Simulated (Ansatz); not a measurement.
In HgTe (zinc blende type) the Hg atom of the primitive cell, with all its periodic images, is moved by 0.02 Å along x.

```
CELL_PARAMETERS angstrom
0.00000 3.33000 3.33000
3.33000 0.00000 3.33000
3.33000 3.33000 0.00000
ATOMIC_POSITIONS crystal
Hg 0.99700 0.00300 0.00300
Te 0.25000 0.25000 0.25000
```

These are results of Ansatz 0.2.0 development build, PBE, plane waves, PAW datasets (generated soft set 1), not measurements.

Cutoff 420 eV; k-mesh 8×8×8 Γ-centred; Fermi–Dirac smearing of 0.1 eV; no spin polarisation; no spin–orbit coupling.

(1) What force results, and what does it mean for the zone-centre vibration?

Results:

(1) The force on it along the displacement is -0.0521 eV/Å, a force constant of 2.61 eV/Å². With the reduced mass of 77.99 u the zone-centre transverse optical mode lies at 95 cm⁻¹ (2.86 THz) in this finite-step estimate. The longitudinal mode lies higher by the LO–TO splitting, which a displacement repeated in every cell doesn't give.

```tsv
atom	Fx (eV/Å)	Fy (eV/Å)	Fz (eV/Å)
Hg1	-0.0521	0.0000	0.0000
Te2	0.0521	0.0000	0.0000
```

The k-mesh is modest, so these values aren't fully converged in k.
